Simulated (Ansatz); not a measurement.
Al$_{2}$W in space group Fddd (No. 70; Al on 16f, W on 8b) under volume change, plane-wave PAW PBEsol (Ansatz code), shape and atoms relaxed at each volume.

| V (Å³/atom) | E − E(relaxed) (meV/atom) | P (GPa) |
|---|---|---|
| 13.725 | ___ | ___ |
| 14.177 | 31.5 | 11.76 |
| 14.630 | 7.5 | 5.43 |
| 15.082 | 0.0 | 0.01 |
| 15.535 | 6.7 | -4.65 |
| 15.987 | ___ | ___ |
| 16.439 | 54.9 | -12.03 |

Task: Some entries are withheld; supply them.

Result: 
- 15.987, E − E(relaxed) (meV/atom): 25.6
- 15.987, P (GPa): -8.63
- 13.725, E − E(relaxed) (meV/atom): 74.9
- 13.725, P (GPa): 19.13

Task: What does a third-order Birch–Murnaghan fit give for V₀, B₀ and B′?

Result: V₀ = 15.08 Å³/atom, B₀ = 167 GPa, B′ = 4.1.

The start of the workflow was typed in or built on a structure type; neither database checked (COD, Materials Project) lists it. Its standing as an ambient phase is unchecked. The PBEsol relaxation kept the symmetry of its start; its stability against distortions is not shown here. No spin polarisation was allowed. Scalar-relativistic: spin–orbit coupling is off unless named, which matters more the heavier the elements.

Potentials: the later of the program's two PAW sets.
